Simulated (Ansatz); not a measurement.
Method: PBE, no spin polarisation; PAW, plane waves to 420 eV, 6×6×6 Γ-centred mesh, fermi-dirac occupations (width 0.1 eV) (Ansatz 0.2.0), atoms fixed.

Computed maps in the lattice plane spanned by a (left to right, 6.01 Å, 18 points from zero) and b (bottom to top, 6.01 Å, 18 points from zero), 90° apart, at height 0.750 along c. The fields are smooth PAW ones with compensation charges, not the true ones near nuclei.

Valence density. Digits on a logarithmic scale: 0 up to 0.03 e/Å³, each further digit a factor of 1.6, 9 from 1.3 e/Å³ up:
```
864310000124579999
965310000124579999
964210000124579999
764200000123568999
643100011223456777
432112223333445555
211234444443333333
111345666544322211
012467898754321000
013579999864310000
023579999965310000
124579999864310000
124578999764321001
234566777654322112
334445565543333333
444444444333344554
554332222233456666
754321111123567898
```

ELF. Ten even steps from '0' (0.01) to '9' (0.76):
```
676210000026864102
588410000026752000
689410000125763001
799300000125765325
996100111124787677
961013444334578889
410158988654445677
001699877875322221
005997656686321000
027985102577410000
027973000467410000
025873001577410000
113675324687310000
122466666886311111
223346778874234432
333323466532468875
643221222223698766
664211000125886555
```

Question: The cell is Al2BiTe4. Which atoms lie within 0.2 Å of this plane, and where (fractions of a and b)?

Answer: Te at (0.38, 0.38), Te at (0.88, 0.88). The whole cell:
```
CELL_PARAMETERS angstrom
0.00000 6.00802 0.00000
6.00802 0.00000 0.00000
3.00401 3.00401 -6.05905
ATOMIC_POSITIONS crystal
Al 0.75000 0.25000 0.50000
Te 0.37500 0.37500 0.75000
Te 0.62500 0.12500 0.25000
Te 0.87500 0.87500 0.75000
Te 0.12500 0.62500 0.25000
Bi 0.00000 0.00000 0.00000
Al 0.50000 0.50000 0.00000
```

Origin: a known structure type with other elements, at an estimated volume, so it need not be a known compound. Caveats: odd electron count without spin polarisation, so a magnetic state may lie lower; atoms or cell far from equilibrium.
